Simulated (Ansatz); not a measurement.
LiF:
```yaml
crystal:
  lattice:
    - [0.00000, 2.15588, 2.15588]
    - [2.15588, 0.00000, 2.15588]
    - [2.15588, 2.15588, 0.00000]
  atoms:
    - { symbol: F, position: [0.25000, 0.25000, 0.25000] }
    - { symbol: Li, position: [0.00000, 0.00000, 0.00000] }
```

Cartesian axes are those of the cell as given.

### Question
Give the proper piezoelectric stress tensor with relaxed ions from the program Ansatz at the PBEsol level (PAW).

### Answer
In C/m², rows x, y, z, Voigt columns; mesh uncertainty up to 0.00.
```
0.00  0.00  0.00  0.49  0.00  0.00
0.00  0.00  0.00  0.00  0.49  0.00
0.00  0.00  0.00  0.00  0.00  0.49
```

The elastic tensor of the same run (GPa):

|  | 1 | 2 | 3 | 4 | 5 | 6 |
|---|---|---|---|---|---|---|
| 1 | 66.0 | 48.4 | 48.4 | 0.0 | 0.0 | 0.0 |
| 2 | 48.4 | 66.0 | 48.4 | 0.0 | 0.0 | 0.0 |
| 3 | 48.4 | 48.4 | 66.0 | 0.0 | 0.0 | 0.0 |
| 4 | 0.0 | 0.0 | 0.0 | 34.2 | 0.0 | 0.0 |
| 5 | 0.0 | 0.0 | 0.0 | 0.0 | 34.2 | 0.0 |
| 6 | 0.0 | 0.0 | 0.0 | 0.0 | 0.0 | 34.2 |

### Question
Convert to strain constants d = e·S.

### Answer
In pC/N:
```
 0.0   0.0   0.0  14.2   0.0   0.0
 0.0   0.0   0.0   0.0  14.2   0.0
 0.0   0.0   0.0   0.0   0.0  14.2
```

Space group F-43m (zinc blende). The start of the workflow was typed in or built on a structure type; neither database checked (COD, Materials Project) lists it. It is not the phase usual at ambient conditions (space group No. 225). The cell was relaxed with PBEsol under the symmetry of its start; phonons on a q-mesh show no instability.

Potentials: the later of the program's two PAW sets.
